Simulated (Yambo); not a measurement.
# Optical response of BN

```
BN
1.0
    2.50536     0.00000     0.00000
   -1.25268     2.16970     0.00000
    0.00000     0.00000     6.61027
B N
2 2
Direct
  0.33333   0.66667   0.25000
  0.66667   0.33333   0.75000
  0.33333   0.66667   0.75000
  0.66667   0.33333   0.25000
```

Yambo, RPA with local fields on PBE bands; 18×18×6 mesh, 31 bands, 4 Ry local-field block, 0.2 eV broadening; field along x.

| E (eV) | Im ε | Re ε | Im ε, independent particles |
|---|---|---|---|
| 0.0 | 0.00 | 4.57 | 0.00 |
| 0.6 | 0.02 | 4.60 | 0.02 |
| 1.2 | 0.04 | 4.68 | 0.04 |
| 1.9 | 0.06 | 4.84 | 0.07 |
| 2.5 | 0.10 | 5.09 | 0.12 |
| 3.1 | 0.18 | 5.51 | 0.20 |
| 3.8 | 0.34 | 6.26 | 0.39 |
| 4.4 | 1.05 | 7.91 | 1.24 |
| 5.0 | 5.15 | 8.46 | 6.14 |
| 5.6 | 9.57 | 5.90 | 10.7 |
| 6.2 | 6.65 | 0.13 | 6.70 |
| 6.9 | 3.46 | -0.14 | 3.44 |
| 7.5 | 2.17 | 0.41 | 2.17 |
| 8.1 | 1.43 | 0.66 | 1.43 |
| 8.8 | 1.08 | 1.30 | 1.10 |
| 9.4 | 0.92 | 1.65 | 0.93 |
| 10.0 | 0.69 | 2.22 | 0.72 |
| 10.6 | 0.72 | 2.61 | 0.75 |
| 11.2 | 0.79 | 3.06 | 0.85 |
| 11.9 | 0.88 | 3.68 | 0.99 |
| 12.5 | 1.19 | 4.91 | 1.39 |
| 13.1 | 3.76 | 6.32 | 4.65 |
| 13.8 | 6.84 | 3.88 | 7.36 |
| 14.4 | 6.96 | 0.90 | 7.39 |
| 15.0 | 4.46 | -0.41 | 4.57 |
| 15.6 | 4.31 | -0.76 | 4.33 |
| 16.2 | 2.82 | -0.81 | 2.76 |
| 16.9 | 2.77 | -0.45 | 2.81 |
| 17.5 | 2.72 | -0.95 | 2.65 |
| 18.1 | 2.26 | -0.89 | 2.18 |
| 18.8 | 1.66 | -0.52 | 1.60 |
| 19.4 | 1.77 | -0.62 | 1.68 |
| 20.0 | 1.29 | -0.57 | 1.20 |

Peak heights and small wiggles depend on the k mesh. Convergence of the RPA response with its 18×18×6 mesh was not tested. No excitonic effects at this level.

Geometry relaxed with PBE+D3(BJ).
